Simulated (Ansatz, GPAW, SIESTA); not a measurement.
**One calculation of Ge3Pd, 3 ways**

```
CELL_PARAMETERS angstrom
4.14202 0.00000 0.00000
0.00000 4.14202 0.00000
0.00000 0.00000 4.14202
ATOMIC_POSITIONS crystal
Pd 0.00000 0.00000 0.00000
Ge 0.50000 0.50000 0.00000
Ge 0.50000 0.00000 0.50000
Ge 0.00000 0.50000 0.50000
```

The cell comes from a database or a generator and needn't be the stable form of this composition.

Alike in all runs: task band structure; functional PBEsol; k mesh 7 × 7 × 7; occupations fermi-dirac, width 0.05 eV; no spin polarisation; no spin-orbit coupling. Pressure is positive in compression and, in plane waves, holds the error of the finite cutoff.

| program and potentials | plane-wave cutoff (eV) | notes | pressure (GPa) |
| --- | --- | --- | --- |
| SIESTA, files PseudoDojo sr-pbesol-0.4.1-standard, DZP (energy shift 0.003 Ry; two zetas on semicore shells) | - | atomic basis; 15 valence electrons an atom on average | -3.18 |
| GPAW, PAW data sets generated for this functional | 600 | 7 valence electrons an atom on average | ? |
| Ansatz, all-electron LAPW, scalar-relativistic | - | - | -4.69 |

Task: Estimate from the other rows what the run with GPAW, PAW data sets generated for this functional gave.

Result: Pressure -4.80 GPa. The other rows, which needn't bracket it: pressure -4.69 to -3.18.
